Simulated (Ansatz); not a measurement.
Data:

ZrSi:
Space group Cmcm (No. 63); a = 3.706 Å, b = 9.819 Å, c = 3.718 Å, α = β = γ = 90.00°

```
atom  site  symmetry       x       y       z
----  ----  --------  ------  ------  ------
Zr      4c       m2m  0.0000  0.6453  0.2500
Si      4c       m2m  0.0000  0.0786  0.7500
```
(The calculation used a cell of 4 atoms; values per cell refer to that cell.)

This is the LDA-relaxed structure.

Question: All from DFT-LDA in the program Ansatz with PAW potentials, unless another level is named. Estimate the electronic character.

Answer: metallic (no gap).

Question: And the density of states at the Fermi level?

Answer: 0.25 states/eV per atom (mean over ±0.08 eV).

Question: And the formation energy from the elements (no fitted shifts)?

Answer: -1.02 eV/atom.

The first step of the workflow began from a Materials Project structure, measured or hypothetical; the Crystallography Open Database files this formula in space group No. 63, but the cells were not matched. Whether it is the stable phase at ambient conditions was not checked. The LDA relaxation kept the symmetry of its start; of distortions, only those at the zone centre were tested. No spin polarisation was allowed. The references are the lowest solids computed at this level, not always the standard phases. Spin–orbit coupling is left out wherever it is not named.

Potentials: the later of the program's two PAW sets.
